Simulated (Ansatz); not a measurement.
# Data sheet: NaCl (DFT)

NaCl:
```cif
data_Cl6Na6
_chemical_formula_sum 'Na6 Cl6'
_space_group_name_H-M_alt 'P 1'
_space_group_IT_number 1
_cell_length_a 6.68037
_cell_length_b 6.68037
_cell_length_c 6.98529
_cell_angle_alpha 90.000
_cell_angle_beta 90.000
_cell_angle_gamma 120.000
loop_
_space_group_symop_operation_xyz
  'x, y, z'
loop_
_atom_site_label
_atom_site_type_symbol
_atom_site_fract_x
_atom_site_fract_y
_atom_site_fract_z
_atom_site_occupancy
Na1 Na 0.00000 0.66673 0.50000 1
Na2 Na 0.66673 0.00000 0.50000 1
Na3 Na 0.33327 0.33327 0.50000 1
Na4 Na 0.00000 0.33341 0.00000 1
Na5 Na 0.33341 0.00000 0.00000 1
Na6 Na 0.66659 0.66659 0.00000 1
Cl1 Cl 0.66667 0.33333 0.25003 1
Cl2 Cl 0.66667 0.33333 0.74997 1
Cl3 Cl 0.33333 0.66667 0.25003 1
Cl4 Cl 0.33333 0.66667 0.74997 1
Cl5 Cl 0.00000 0.00000 0.75005 1
Cl6 Cl 0.00000 0.00000 0.24995 1
```

Space group P6_3/mmc (No. 194), NiAs type; conventional cell a = 3.857 Å, b = 3.857 Å, c = 6.985 Å, α = 90.00°, β = 90.00°, γ = 120.00°.

Method: DFT-PBEsol in the program Ansatz with PAW potentials. The cell and atoms are relaxed at this level. Other levels are named where they apply.

Cell and energy:

| Quantity | Value |
|---|---|
| Volume per atom | 22.50 Å³ |
| Density | 2.16 g/cm³ |
| Formation energy from the elements (no fitted shifts) | -1.75 eV/atom |

Electronic structure:

| Item | Value |
|---|---|
| Band gap | 4.39 eV (direct) |
| Valence-band maximum | at Γ |
| Conduction-band minimum | at Γ |
| Electron effective mass | 0.39 mₑ (isotropic) |
| HSE06 gap on the PBEsol cell | 5.87 eV |

Mechanics:

| Item | Value |
|---|---|
| Bulk modulus (Birch–Murnaghan fit) | 24.5 GPa |
| Pressure derivative B′ | 4.6 |
| Mechanical stability | stable (all eigenvalues of C positive) |
| Hill bulk and shear moduli | 24.9 and 12.9 GPa |
| Young's modulus | 32.9 GPa |
| Poisson's ratio | 0.28 |
| Debye temperature from the elastic constants | 287 K |

Dielectric response:

| Property | Result |
|---|---|
| Electronic dielectric constant ε∞ (DFPT) | 2.53 (xx = yy), 2.59 (zz) |
| Static dielectric constant ε0 (ions relaxed, cell fixed) | 6.64 (xx = yy), 6.84 (zz) |
| Born charges (a third of the trace) | Na +1.11, Cl -1.11 e |

Phonons:

| Property | Value |
|---|---|
| Highest zone-centre frequency (without LO–TO term) | 217 cm⁻¹ |
| Zone-centre stability | no imaginary mode at Γ |
| Dynamical stability on the path | stable (no imaginary branch) |
| Zero-point energy | 25.3 meV/atom |
| Vibrational entropy at 300 K | 37.6 J/(K·mol of atoms) |

The first step of the workflow began from a Materials Project structure, measured or hypothetical; the Crystallography Open Database copy checked does not list it. It is not the phase usual at ambient conditions (space group No. 225). Symmetry was held in the PBEsol relaxation. Point labels and valley counts follow the cell and symmetry of the run, lower than the named group. The references are the lowest solids computed at this level, not always the standard phases (solids in place of the gases).

Potentials: the earlier of the program's two PAW sets. The files were generated under PBE; for other functionals the program regenerates the frozen cores, and for LDA and PBEsol the local potential too.
